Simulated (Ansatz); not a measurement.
The slice is one period of a {111} plane through atoms; its size isn't given.

Method: PBE (plane waves to 420 eV, PAW, scalar-relativistic; Ansatz, an electronic-structure program). Near the nuclei the fields are pseudised (PAW); where an atom keeps semicore shells as valence, they peak there.

```
|@@@@@@##++::          ::++##@@@@|
|@@@@%%**==..          ..==**%%@@|
|%%%%**==::              ::==**%%|
|++++==::..              ..::==++|
|::::..                      ..::|
|                                |
|                                |
|                                |
|            ..::::::..          |
|        ..::==++++++==::..      |
|        ::==**%%%%%%**==::      |
|      ..==**%%@@@@@@%%**==..    |
|      ::++##@@@@@@@@@@##++::    |
|      ::++%%@@@@##@@@@%%++::    |
|      ::++##@@@@@@@@@@##++::    |
|      ..==**%%@@@@@@%%**==..    |
|        ::==**%%%%%%**==::      |
|        ..::==++++++==::..      |
|            ..::::::..          |
|                                |
|                                |
|                                |
|::::..                      ..::|
|++++==::..              ..::==++|
|%%%%**==::              ::==**%%|
|@@@@%%**==..          ..==**%%@@|
|@@@@@@##++::          ::++##@@@@|
|##@@@@%%++::          ::++%%@@@@|
```
Scale: ten equal steps from -1.38 (start of ' ') to 0.42 (end of '@'), in the order ' .:-=+*#%@'. Values: log₁₀ of the valence density in e/Å³. The map has 16 points along u (two characters each, u = 0 at the left) and 28 along v (v = 0 in the bottom row). The scale is logarithmic, as a density can span decades between atoms and voids.

```
|xx9960012100699x|
|9998300232003899|
|9985000343000589|
|7630002454200036|
|1000013454310000|
|0000123333321000|
|1112221111122211|
|3332100000001233|
|5431000010000134|
|5420003676300024|
|4300058999850003|
|3200389999983002|
|2100699xxx996001|
|2100699xxx996001|
|2100699xxx996001|
|3200389999983002|
|4300058999850003|
|5420003676300024|
|5431000010000134|
|3332100000001233|
|1112221111122211|
|0000123333321000|
|1000013454310000|
|7630002454200036|
|9985000343000589|
|9998300232003899|
|xx9960012100699x|
|xx9960012100699x|
```
Scale: ten equal steps from 0.07 (start of '0') to 0.87 (end of '9'), in the order '0123456789'. Values: electron localisation function (ELF). The map has 16 points along u (one character each, u = 0 at the left) and 28 along v (v = 0 in the bottom row). Points within 0.5 Å of a nucleus are blanked (x), as the pseudised field means little there.

Problem. Which relaxed crystal do these maps come from?
A. Pd (fcc, Cu type)
B. Au (fcc, Cu type)
C. Sr (fcc, Cu type)
D. Ni (fcc, Cu type)

Solution. C, Sr (fcc, Cu type). Atoms on the slice: Sr at (0.00, 0.00); Sr at (0.50, 0.50)

All were relaxed with their symmetry unable to fall. Pd is run without spin polarisation. Relaxed Ni ends ferromagnetic. Spin-orbit coupling is left out. The magnetic order is the one the run started from; other orders were not tried. (This holds for the magnetic or f-shell members.)
